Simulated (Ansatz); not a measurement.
Be2C:
```
Be2C
1.0
    0.00000     2.16422     2.16422
    2.16422     0.00000     2.16422
    2.16422     2.16422     0.00000
Be C
2 1
Direct
  0.25000   0.25000   0.25000
  0.75000   0.75000   0.75000
  0.00000   0.00000   0.00000
```

Relaxed with PBE. Special points in fractions of this cell's reciprocal vectors: Γ (0.000, 0.000, 0.000); X (0.500, 0.000, 0.500); U (0.625, 0.250, 0.625); K (0.375, 0.375, 0.750); L (0.500, 0.500, 0.500); W (0.500, 0.250, 0.750).

### Question
List the band energies nearest the valence-band maximum at these points for the program Ansatz at the PBE level (PAW).

### Answer
In eV from the valence-band maximum; about four levels below and three above (degenerate sets whole), none deeper than 8.9 eV; … stands for higher levels left out; points with the same levels are listed once.

| k | below | above |
|---|---|---|
| Γ | 0.00 0.00 0.00 | 4.14 4.14 4.14 |
| X | -6.77 -4.73 -4.73 | 1.17 5.74 … |
| U | -6.85 -6.29 -3.99 | 3.31 8.30 11.56 |
| L | -8.72 -1.83 -1.83 | 5.02 5.02 7.01 |
| W | -6.25 -5.90 -5.90 | 5.72 8.14 … |

Space group Fm-3m (fluorite or antifluorite type). The PBE relaxation kept the symmetry of its start.

Potentials: the later of the program's two PAW sets.
